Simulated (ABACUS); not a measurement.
A self-consistent single point of Sr(NiB)2 (Pnnm, 20 atoms in the cell; from Materials Project mp-1238027).

```yaml
crystal:
  lattice:
    - [6.28179, 0.00000, 0.00000]
    - [0.00000, 13.38480, 0.00000]
    - [0.00000, 0.00000, 3.24973]
  atoms:
    - { symbol: Sr, position: [0.64138, 0.39827, 0.50000] }
    - { symbol: Sr, position: [0.35862, 0.60173, 0.50000] }
    - { symbol: Sr, position: [0.14138, 0.10173, 0.00000] }
    - { symbol: Sr, position: [0.85862, 0.89827, 0.00000] }
    - { symbol: Ni, position: [0.69428, 0.13039, 0.50000] }
    - { symbol: Ni, position: [0.30572, 0.86961, 0.50000] }
    - { symbol: Ni, position: [0.19428, 0.36961, 0.00000] }
    - { symbol: Ni, position: [0.80572, 0.63039, 0.00000] }
    - { symbol: Ni, position: [0.62378, 0.75829, 0.50000] }
    - { symbol: Ni, position: [0.37622, 0.24171, 0.50000] }
    - { symbol: Ni, position: [0.12378, 0.74171, 0.00000] }
    - { symbol: Ni, position: [0.87622, 0.25829, 0.00000] }
    - { symbol: B, position: [0.07208, 0.44609, 0.50000] }
    - { symbol: B, position: [0.92792, 0.55391, 0.50000] }
    - { symbol: B, position: [0.57208, 0.05391, 0.00000] }
    - { symbol: B, position: [0.42792, 0.94609, 0.00000] }
    - { symbol: B, position: [0.06059, 0.30986, 0.50000] }
    - { symbol: B, position: [0.93941, 0.69014, 0.50000] }
    - { symbol: B, position: [0.56059, 0.19014, 0.00000] }
    - { symbol: B, position: [0.43941, 0.80986, 0.00000] }
```

Method: LDA (PW92), PseudoDojo 0.4 standard norm-conserving LDA (tails mended) pseudopotentials (plane waves; ABACUS).

ABACUS settings:

```
key                                                                   value
---------------  ----------------------------------------------------------
KPT                                                       Gamma 3 1 4 0 0 0
basis_type                                                               pw
dft_functional                                                        PWLDA
ecutwfc                                                               98 Ry
smearing_method                                                          fd
smearing_sigma                                                0.00999582 Ry
potentials       PseudoDojo 0.4 standard norm-conserving LDA (tails mended)
symmetry                                                                  1
symmetry_prec                                                         1e-05
ks_solver                                                      dav_subspace
scf_nmax                                                                100
scf_thr                                                          1.0e-09 Ry
mixing_type                                                         broyden
mixing_beta                                                             0.7
```

Results:

Number of valence electrons: 208
Number of bands: 125
Number of k-points after the program's reduction: 6
Number of plane waves (most at a k-point): 30260
Number of SCF iterations: 14
FFT grid: 75 × 160 × 40
Free energy E − TS: -40873.7658 eV
Fermi level (on the code's own zero): 11.75 eV
Pressure: -8.49 GPa
Largest force (vector length): 0.522 eV/Å

Stress (GPa, positive for compression):
```
-8.65   0.00   0.00
 0.00  -8.90   0.00
 0.00   0.00  -7.92
```

The run has no spin polarisation, so moments on Ni cannot form. The structure comes from a collection of computed structures, made at another level of theory; the collection holds predicted forms beside known ones. No clean gap shows at this smearing width and mesh (spacing up to 0.48 Å⁻¹); the mesh is coarse for partly filled bands, so the values carry mesh errors.

Cost on one core: roughly 7 core-minutes.

“Tails mended”: in these copies of the files the far tail of each local potential was reset to the Coulomb form.
